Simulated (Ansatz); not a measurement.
A trial cell of La4ZrO, before relaxation:

```cif
data_structure
_symmetry_space_group_name_H-M 'F-43m'
_symmetry_Int_Tables_number 216
_cell_length_a 8.6320
_cell_length_b 8.6320
_cell_length_c 8.6320
_cell_angle_alpha 90.000
_cell_angle_beta 90.000
_cell_angle_gamma 90.000
_cell_volume 643.19
loop_
_atom_site_label
_atom_site_type_symbol
_atom_site_symmetry_multiplicity
_atom_site_Wyckoff_symbol
_atom_site_fract_x
_atom_site_fract_y
_atom_site_fract_z
_atom_site_occupancy
La1 La 16 e 0.37482 0.12518 0.12518 1
Zr1 Zr 4 a 0.00000 0.00000 0.00000 1
O1 O 4 d 0.25000 0.25000 0.75000 1
```

These are results of DFT PBE, scalar-relativistic, plane waves, PAW in Ansatz, not measurements. Cutoff 420 eV, Gaussian smearing, Γ-centred meshes. Cell and atoms relax first on a coarse mesh and then on a finer one. In between, the cell is made exact in the group found at 0.06 Å. In metals the finer mesh still leaves noise of several meV/atom or more. The steps can't lower the symmetry of their start. Collinear spin is switched on along the way, since trial moments persisted in a coarse test.

A guess keeps its type if space group and coordination stay and the shape of the cell changes little (axis ratios within about 15 %, angles within 6°); the volume may change.

**Question.** Does this structure survive the relaxation?

**Answer.** It keeps its type. The symmetry stays F-43m (No. 216). The volume per atom grows by 12.1 %, from 26.8 to 30.0 Å³. The shortest distance goes from 3.05 Å (La–La) to 3.13 Å (La–La). Counting neighbours within 15 % of an atom's shortest distance, the start has La 6, O 16, Zr 16 and the end La 6, O 16, Zr 16.

The last run used collinear spin, an 8×8×8 mesh for its 6-atom cell and Gaussian smearing of 0.10 eV. The magnetic state reached may not be the lowest. Symmetry constrained the relaxation, so the result can be a saddle point. Another cell of La4ZrO relaxed alike but without spin, in I4/mmm, lies 0.55 eV/atom lower, so this cell isn't the stable form at this level.
